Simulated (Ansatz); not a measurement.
Relaxed SnO (litharge type, space group P4/nmm):

```xyz
4
Lattice="3.7934 0.0000 0.0000 0.0000 3.7934 0.0000 0.0000 0.0000 4.7643" Properties=species:S:1:pos:R:3 pbc="T T T"
Sn     1.8967     0.0000     1.1462
Sn     0.0000     1.8967     3.6181
O      0.0000     0.0000     0.0000
O      1.8967     1.8967     0.0000
```

Scan: atom 4 (O, nearest neighbour Sn at 2.216 Å; its periodic images, 3.8 Å or more away, move with it) is displaced along Cartesian [110], direction (0.707, 0.707, 0.000) in Cartesian axes, by s. The other atoms stay.

Method: r2SCAN+rVV10 (plane waves to 500 eV, PAW, scalar-relativistic; Ansatz, a quantum-chemistry and plane-wave program). k mesh 7×7×6 (Γ-centred), Fermi-Dirac smearing 0.05 eV. E stands for the smeared free energy. With partly filled bands, energies and forces of such displacements shift with the k mesh and the smearing. At this level the bands of SnO touch or barely overlap; measurements give the solid a gap. SnO was relaxed with its symmetry unable to fall. The zero of ΔE is the undisplaced structure. The last digit holds for this mesh only.

| s (Å) | ΔE (meV/cell) |
|---|---|
| -0.220 | 215.8 |
| -0.176 | 136.8 |
| -0.132 | 76.4 |
| -0.088 | withheld |
| -0.044 | 8.4 |
| 0.000 | 0.0 |
| 0.044 | 8.4 |
| 0.088 | withheld |
| 0.132 | 76.4 |
| 0.176 | 136.8 |
| 0.220 | 215.8 |

Question: Fit an even polynomial form (powers 2, 4) to the given rows and predict ΔE at s = 0.088.

Answer: Least squares on the 9 given rows: ΔE = (4342)·s² + (2409)·s⁴, in meV/cell with s in Å; root-mean-square residual 0.01 meV/cell. At 0.088 the fit gives 33.8 meV/cell; the calculation gives 33.7 meV/cell, so the interpolation is off by 0.1 (+0.3 %). The quadratic term alone would give 33.6 meV/cell.

(For displaced atoms, the force is minus the slope of the energy, and its curvature is a force constant, which sets phonon frequencies.)
